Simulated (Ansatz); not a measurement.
This run works on a generated trial structure, not on a known crystal.

Input and command of a plane-wave DFT calculation in Ansatz:

```yaml
crystal:
  lattice:
    - [-3.6799144666, 3.6799144666, 2.8258297347]
    - [3.6799144666, -3.6799144666, 2.8258297347]
    - [3.6799144666, 3.6799144666, -2.8258297347]
  atoms:
    - { symbol: Er, position: [0.3603330944, 0.1613954398, 0.5217285342] }
    - { symbol: Er, position: [0.1613954398, 0.6396669056, 0.8010623454] }
    - { symbol: Er, position: [0.6396669056, 0.8386045602, 0.4782714658] }
    - { symbol: Er, position: [0.8386045602, 0.3603330944, 0.1989376546] }
    - { symbol: Br, position: [0.0, 0.0, 0.0] }
basis:
  ecutwfc: 770
kpoints:
  mp_grid: { grid: [8, 8, 8] }
hamiltonian:
  xc: pbe
  pseudopotentials:
    kind: paw
    azcp: { Er: "pseudopotentials/pbe/nc/lanthanide_3plus/Er.nc.azcp" }
scf:
  occupations: { method: gaussian, width: 0.1 }
output:
  forces: true
  stress: true
  eigenvalues: true
relax:
  adjacent_minimum: "off"
  f_tol: 0.01
  max_steps: 80
  cell: { stress_tol: 0.05 }
```

```bash
ansatz run input.yaml --threads 1 --pin off --max-ram 2816MiB --backend cpu --events-out ev --progress --plain --runs-dir out
```

Processor: Intel(R) Xeon(R) Platinum 8259CL CPU @ 2.50GHz (Skylake/Cascade Lake), 1 thread, on a host shared with other jobs.

How long does it run, and how much memory does it take?

About 6 min, peak memory 0.98 GiB. It solves 31 bands at 78 k points (after reduction by symmetry) with about 7417 plane waves (on the last cell), in 29 SCF iterations over 5 ionic steps.

With its 4f electrons in the core of a norm-conserving potential, the lanthanide is trivalent by construction, without f bands, f moments or other valences.
